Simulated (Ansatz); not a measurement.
Consider the following.

CaO:
Space group Fm-3m (No. 225); a = b = c = 4.831 Å, α = β = γ = 90.00°

```csv
atom,site,symmetry,x,y,z
Ca,4a,m-3m,0.0000,0.0000,0.0000
O,4b,m-3m,0.5000,0.5000,0.5000
```
(The calculation used a cell of 2 atoms; values per cell refer to that cell.)

This is the PBE-relaxed structure.

All from plane-wave PAW PBE (Ansatz code), unless another level is named. Estimate the hole effective mass, band 3 of 3 at the edge.

0.35 along [100], 0.45 along [110], 0.49 along [111] (mₑ).

Next, the electron effective mass?

0.44, 0.44, 1.4 mₑ (principal values).

Give the valence-band maximum.

at Γ.

Give the weight of the valence-edge state by species (Voronoi cells).

O 96 %, Ca 4 %.

And the weight of the conduction-edge state by species (Voronoi cells)?

Ca 71 %, O 29 %.

Next, the conduction-band minimum?

at X (3 equivalent valleys).

The cell was relaxed with PBE under the symmetry of its start.

Potentials: the later of the program's two PAW sets.

Edges and masses are those of Kohn–Sham bands, whose gap is no quasiparticle gap.
